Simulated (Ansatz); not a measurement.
Total density of states per atom from plane-wave PAW r²SCAN (Ansatz code), in 0.25 eV bins, energy from the Fermi level:

| E (eV) | states/eV/atom |
|---|---|
| -7.85 | 0.00 |
| -7.60 | 0.00 |
| -7.35 | 0.00 |
| -7.10 | 0.00 |
| -6.85 | 0.01 |
| -6.60 | 0.16 |
| -6.35 | 0.39 |
| -6.10 | 0.80 |
| -5.85 | 0.88 |
| -5.60 | 0.81 |
| -5.35 | 0.73 |
| -5.10 | 1.43 |
| -4.85 | 1.83 |
| -4.60 | 1.64 |
| -4.35 | 1.35 |
| -4.10 | 1.61 |
| -3.85 | 1.62 |
| -3.60 | 1.53 |
| -3.35 | 1.17 |
| -3.10 | 1.66 |
| -2.85 | 1.54 |
| -2.60 | 0.85 |
| -2.35 | 0.48 |
| -2.10 | 0.58 |
| -1.85 | 0.51 |
| -1.60 | 0.51 |
| -1.35 | 0.45 |
| -1.10 | 0.37 |
| -0.85 | 0.32 |
| -0.60 | 0.26 |
| -0.35 | 0.25 |
| -0.10 | 0.25 |
| 0.15 | 0.28 |
| 0.40 | 0.34 |
| 0.65 | 0.35 |
| 0.90 | 0.38 |
| 1.15 | 0.35 |
| 1.40 | 0.40 |
| 1.65 | 0.39 |
| 1.90 | 0.42 |
| 2.15 | 0.33 |
| 2.40 | 0.34 |
| 2.65 | 0.31 |
| 2.90 | 0.34 |
| 3.15 | 0.38 |
| 3.40 | 0.50 |
| 3.65 | 0.48 |
| 3.90 | 0.44 |
| 4.15 | 0.41 |
| 4.40 | 0.46 |
| 4.65 | 0.42 |
| 4.90 | 0.37 |

Which of these materials gives this?
A. Nb2Pd3Se8, Pbam (Pearson symbol oP26)
B. GePd, Pnma (Ge on 4c, Pd on 4c)
C. Ge, diamond
D. LaGa2Pd2, P4/nmm (Pearson symbol tP10)

B, GePd, Pnma (Ge on 4c, Pd on 4c). Within 0.5 eV of the Fermi level: Ge 4p 50 %, Pd 4d 33 %, Ge 4s 13 %. Projections are on Löwdin-orthogonalised atomic valence shells; empty p or d shells of many metals are not among them.

The first step of the workflow began from a Materials Project structure, measured or hypothetical; the Crystallography Open Database files this formula in space group No. 62, but the cells were not matched. Whether it is the stable phase at ambient conditions was not checked. The r²SCAN relaxation kept the symmetry of its start; its stability against distortions is not shown here. No spin polarisation was allowed. Scalar-relativistic: spin–orbit coupling is off unless named, which matters more the heavier the elements.

Potentials: the later of the program's two PAW sets.
